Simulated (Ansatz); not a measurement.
In PBE (plane waves, PAW; program Ansatz), GaBiN₂ in the trigonal phase (P3m1; Bi on 1b, N on 1b, Ga on 1c, N on 1c) relaxes to a = 3.366 Å, c = 6.718 Å. Bi has 3 nearest neighbours from 2.26 Å (trigonal pyramidal); Ga has 4 nearest neighbours from 1.98 Å (tetrahedral); N on 1c has 4 nearest neighbours from 2.10 Å (tetrahedral). Its formation energy from the elements is 368 meV/atom, with no fitted shifts.

Electronic character: metallic (no gap).

The start of the workflow was typed in or built on a structure type; neither database checked (COD, Materials Project) lists it. Whether it is the stable phase at ambient conditions was not checked. Symmetry was held in the PBE relaxation; whether a distortion lowers the energy is not shown. The volume moved by 29 % from the start of the relaxation. Its formation energy is positive at this level, so the cell may be metastable or incomplete. A small band overlap can be real or an error of a semilocal functional. The references are the lowest solids computed at this level, not always the standard phases (solids in place of the gases). Spin–orbit coupling is left out wherever it is not named.

Potentials: the earlier of the program's two PAW sets.
